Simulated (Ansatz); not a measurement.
According to PBE in the plane-wave PAW code Ansatz, MoPd in the L1₀ or tetragonal B2 structure (P4/mmm) relaxes to a = 2.715 Å, c = 4.139 Å. Pd has 12 nearest neighbours from 2.72 Å (cuboctahedral); Mo has 12 nearest neighbours from 2.72 Å (cuboctahedral). Its formation energy from the elements is 0.021 eV/atom, with no fitted shifts.

Electronic character: metallic (no gap). Gap from PBE with spin–orbit coupling: none (metallic).

The bulk modulus is 229 GPa.

The start of the workflow was typed in or built on a structure type; neither database checked (COD, Materials Project) lists it. Its standing as an ambient phase is unchecked. Symmetry was held in the PBE relaxation; whether a distortion lowers the energy is not shown. No spin polarisation was allowed. Axis ratios of metals converge slowly with the k-mesh, so a and c are less sure than the volume. The references are the lowest solids computed at this level, not always the standard phases. Spin–orbit coupling is left out wherever it is not named.

Potentials: the earlier of the program's two PAW sets.
